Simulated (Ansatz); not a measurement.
## Ba-135 nuclear quadrupole resonance in Ba2H3NO6

Cell: a measured structure from the Crystallography Open Database (COD) whose atoms were relaxed with PBE, the cell held.

Space group P-62m (No. 189); a = 6.9069, c = 3.8028 Å, γ = 120.00°.

| site | Wyckoff | site symmetry | x | y | z |
| --- | --- | --- | --- | --- | --- |
| Ba | 2c | -6.. | 0.3333 | 0.6667 | 0.0000 |
| H | 3g | m2m | 0.3076 | 0.0000 | 0.5000 |
| N | 1a | -62m | 0.0000 | 0.0000 | 0.0000 |
| O7 | 3f | m2m | 0.1827 | 0.1827 | 0.0000 |
| O10 | 3g | m2m | 0.4484 | 0.0000 | 0.5000 |

One atom of each set is listed.

The numbers come from a DFT calculation in Ansatz (r2SCAN, plane waves and PAW, scalar-relativistic, 500 eV cutoff, Γ-centred 4×4×6 k-points, Fermi–Dirac smearing 0.02 eV).

Ba-135: I = 3/2, Q = 153.0 mb (year-2017 value). Static lattice, zero field.

Problem. At which frequencies do the Ba-135 NQR lines lie?

Solution. For I = 3/2 there is one line, ν = (|C_Q|/2)(1 + η²/3)^½.

| site | atoms | V_zz (10²¹ V/m²) | C_Q (MHz) | η | line frequencies (MHz) |
| --- | --- | --- | --- | --- | --- |
| Ba | 2 | -7.54 | -27.9 | 0.00 | 13.9 |

Problem. And for ¹³⁷Ba (I = 3/2, Q = 236.0 mb) on Ba?

Solution. C_Q scales with Q to -43.0 MHz, with lines at 21.5 MHz.

An axis of threefold or higher order runs through Ba, so V_zz lies along it and η is zero.

The largest force is 0.6 eV/Å, so the atoms aren't at the calculated equilibrium and relaxing them would move these values. Without spin–orbit coupling (the program notes it for Ba) the gradients are little affected as a rule: paired runs on crystals with a gap mostly move them by under 2 % at such atoms. The entry's hydrogen positions were far off; the other atoms hardly move on relaxation.

The run took 25 s of wall time (25 s of CPU time) and 0.85 GiB at its peak, on 1 thread of Intel Xeon 6975P-C (Granite Rapids) (x86_64; 44 cores open to the job, memory cap 2.5 GiB, no GPU), a shared host with a load of 0.7 a core.
